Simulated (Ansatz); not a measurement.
SnO, DFT, PBEsol, all-electron PAW with datasets made for the crystal, scalar-relativistic (Ansatz 0.2.0), run on 1 thread of Arm Neoverse V2 on a shared host.

The cell is COD entry 9008956, as deposited and not checked against the literature; nothing was relaxed. The listed cell was then made from it by scaling, straining or moving an atom.

Command: `ansatz run input.yaml --threads 1 --pin off --max-ram 6144MiB --backend cpu --events-out ev --progress --plain --runs-dir out`

```yaml
crystal:
  lattice:
    - [3.84002, 0.0, 0.0]
    - [0.0, 3.84002, 0.0]
    - [0.0, 0.0, 4.836]
  atoms:
    - { symbol: Sn, position: [0.0, 0.5, 0.2385] }
    - { symbol: Sn, position: [0.5, 0.0, 0.7615] }
    - { symbol: O, position: [0.0, 0.0, 0.0] }
    - { symbol: O, position: [0.5, 0.5, 0.0] }
kpoints:
  mp_grid: { grid: [8, 8, 6] }
scf:
  occupations: { method: fermi_dirac, width: 0.01 }
hamiltonian:
  xc: pbesol
  pseudopotentials: { kind: all_electron, datasets: crystal }
output:
  forces: true
  stress: true
  eigenvalues: true
  efg: { contact_densities: true }
```

(1) How large is the problem that the program sets up?

(2) Estimate the wall time and the peak memory.

(3) And the same cell and mesh by PAW (frozen-core files), asked for forces, stress, eigenvalues, efg, on the same hardware?

## Answers

(1) 60 irreducible k-points, 1019 plane waves at Γ, 24 bands.

(2) 16 s of wall time for 10 SCF iterations, with a peak of 0.73 GiB. Times on shared machines scatter by tens of per cent.

(3) 5.8 s, peak memory 0.41 GiB.
